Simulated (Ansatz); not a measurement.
# Property card for In$_{2}$Pt$_{2}$O$_{7}$

In2Pt2O7:
```cif
data_In4O14Pt4
_chemical_formula_sum 'In4 Pt4 O14'
_space_group_name_H-M_alt 'P 1'
_space_group_IT_number 1
_cell_length_a 7.06588
_cell_length_b 7.06588
_cell_length_c 7.06588
_cell_angle_alpha 60.000
_cell_angle_beta 60.000
_cell_angle_gamma 60.000
loop_
_space_group_symop_operation_xyz
  'x, y, z'
loop_
_atom_site_label
_atom_site_type_symbol
_atom_site_fract_x
_atom_site_fract_y
_atom_site_fract_z
_atom_site_occupancy
In1 In 0.12500 0.12500 0.12500 1
In2 In 0.62500 0.12500 0.12500 1
In3 In 0.12500 0.12500 0.62500 1
In4 In 0.12500 0.62500 0.12500 1
Pt1 Pt 0.62500 0.62500 0.12500 1
Pt2 Pt 0.62500 0.12500 0.62500 1
Pt3 Pt 0.62500 0.62500 0.62500 1
Pt4 Pt 0.12500 0.62500 0.62500 1
O1 O 0.25000 0.25000 0.25000 1
O2 O 0.00000 0.00000 0.00000 1
O3 O 0.71758 0.28242 0.28242 1
O4 O 0.53242 0.96758 0.53242 1
O5 O 0.28242 0.71758 0.71758 1
O6 O 0.96758 0.53242 0.96758 1
O7 O 0.28242 0.71758 0.28242 1
O8 O 0.53242 0.53242 0.96758 1
O9 O 0.71758 0.28242 0.71758 1
O10 O 0.96758 0.96758 0.53242 1
O11 O 0.28242 0.28242 0.71758 1
O12 O 0.96758 0.53242 0.53242 1
O13 O 0.71758 0.71758 0.28242 1
O14 O 0.53242 0.96758 0.96758 1
```

Space group Fd-3m (No. 227); conventional cell a = 9.9927 Å, b = 9.9927 Å, c = 9.9927 Å, α = 90.00°, β = 90.00°, γ = 90.00°.

Method: the program Ansatz at the r²SCAN level (PAW). Geometry: relaxed at this level of theory. Other levels are named where they apply.

**Cell and energy**

```
Item                                                           Value
-----------------------------------------------------  -------------
Volume per atom                                             11.34 Å³
Density                                                   9.74 g/cm³
Formation energy from the elements (no fitted shifts)  -1.27 eV/atom
```

**Electronic structure**

```
Quantity                            Value
-----------------------  ----------------
Band gap                 2.74 eV (direct)
Valence-band maximum                 at Γ
Conduction-band minimum              at Γ
```

The first step of the workflow began from a Materials Project structure, measured or hypothetical; the Crystallography Open Database copy checked does not list it. Whether it is the stable phase at ambient conditions was not checked. Symmetry was held in the r²SCAN relaxation; its stability against distortions is not shown here. The run is not spin-polarised. The references are the lowest solids computed at this level, not always the standard phases (solids in place of the gases). Scalar-relativistic: spin–orbit coupling is off unless named, which matters more the heavier the elements.

Potentials: the later of the program's two PAW sets.
